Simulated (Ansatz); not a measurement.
## SrBr2, a known structure type with other elements, at an estimated volume

```
Sr Br
1.0
    11.50025    0.00000    0.00000
     0.00000    4.58965    0.00000
     0.00000    0.00000    7.82107
Sr Br
4 8
Direct
  0.17000 0.25000 0.13000
  0.33000 0.75000 0.63000
  0.67000 0.25000 0.37000
  0.83000 0.75000 0.87000
  0.39200 0.25000 0.37700
  0.10800 0.75000 0.87700
  0.89200 0.25000 0.12300
  0.60800 0.75000 0.62300
  0.38000 0.25000 0.88300
  0.12000 0.75000 0.38300
  0.88000 0.25000 0.61700
  0.62000 0.75000 0.11700
```

Method: r2SCAN, no spin polarisation; PAW, plane waves to 500 eV, 4×6×4 Γ-centred mesh, fermi-dirac occupations (width 0.1 eV) (Ansatz 0.2.0), atoms fixed.

(1) Is the cell too large or too small?

(2) Which atom feels the largest force, and which way?

(3) Describe some of the short contacts.

(4) What is the formation energy?

(5) Which element gives electrons and which takes them?

(6) Metal or insulator? Give the gap.

Origin: a known structure type with other elements, at an estimated volume, so it need not be a known compound.

Cost: 5.8 min on 1 thread of Arm Neoverse V1, with other jobs on the host, peak memory 2.1 GiB (start from a saved density). The time holds forces, stress, Bader, DOS, bands, ELF.

Answers

(1) The pressure is 0.1 GPa (compression positive), so with the atoms held at these fractions the cell is close to zero pressure.

(2) The largest is on Br9 (and as large on other atoms): 0.15 eV/Å, components (-0.12, 0.00, -0.09). It makes 58° with the line to a nearest neighbour, Sr2 at 3.08 Å.

(3) Sr–Br at 3.08 Å: least valence density 0.15 e/Å³ and ELF 0.10 there, a closed-shell (ionic or weak) contact. Both are smooth PAW fields, read partly inside the augmentation spheres.

(4) -2.42 eV an atom against the elements' usual phases (free molecules for gases, crystals otherwise, with no correction for O₂ or N₂), so it is bound against them; other compounds may still compete. Relaxing would lower it.

(5) Bader charges in e: Sr +1.60, Br -0.80. In the mean Sr gives up most and Br takes most.

(6) The gap is 5.12 eV, direct at the points sampled.
